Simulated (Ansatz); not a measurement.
Zr$_{2}$SiN:
```yaml
crystal:
  lattice:
    - [3.22212, 0.00000, 0.00000]
    - [-1.61106, 2.79044, 0.00000]
    - [0.00000, 0.00000, 13.43685]
  atoms:
    - { symbol: Zr, position: [0.66667, 0.33333, 0.59492] }
    - { symbol: Zr, position: [0.33333, 0.66667, 0.40508] }
    - { symbol: Zr, position: [0.33333, 0.66667, 0.09492] }
    - { symbol: Zr, position: [0.66667, 0.33333, 0.90508] }
    - { symbol: Si, position: [0.66667, 0.33333, 0.25000] }
    - { symbol: Si, position: [0.33333, 0.66667, 0.75000] }
    - { symbol: N, position: [0.00000, 0.00000, 0.50000] }
    - { symbol: N, position: [0.00000, 0.00000, 0.00000] }
```

Relaxed with PBEsol. Special points in fractions of this cell's reciprocal vectors: Γ (0.000, 0.000, 0.000); M (0.500, 0.000, 0.000); K (0.333, 0.333, 0.000); A (0.000, 0.000, 0.500); L (0.500, 0.000, 0.500); H (0.333, 0.333, 0.500).

Problem. List the band energies nearest the Fermi level at these points for PBEsol (plane waves, PAW; program Ansatz).

Solution. In eV from the Fermi level; about four levels below and three above (degenerate sets whole), none deeper than 8.9 eV; points with the same levels are listed once.

```tsv
k	below	above
Γ	-4.82 -4.82 -3.76 -2.19 -1.24	0.12 0.24 0.24
M	-2.77 -2.63 -2.23 -2.11	0.56 0.80 1.07
K	-2.82 -2.82 -2.52 -2.52 -0.89	0.06 0.65 0.65
A	-3.11 -3.11 -0.43 -0.43	0.31 0.31 0.31 0.31
L	-2.67 -2.67 -2.17 -2.17	0.81 0.81 0.91 0.91
H	-2.38 -2.38 -0.48 -0.48	0.57 0.57 1.67 1.67
```

Space group P6_3/mmc. The start of the workflow was typed in or built on a structure type; neither database checked (COD, Materials Project) lists it. Its standing as an ambient phase is unchecked. Symmetry was held in the PBEsol relaxation; its stability against distortions is not shown here. The run is not spin-polarised. Scalar-relativistic: spin–orbit coupling is off unless named, which matters more the heavier the elements.

Potentials: the earlier of the program's two PAW sets. The files were generated under PBE; for other functionals the program regenerates the frozen cores, and for LDA and PBEsol the local potential too.
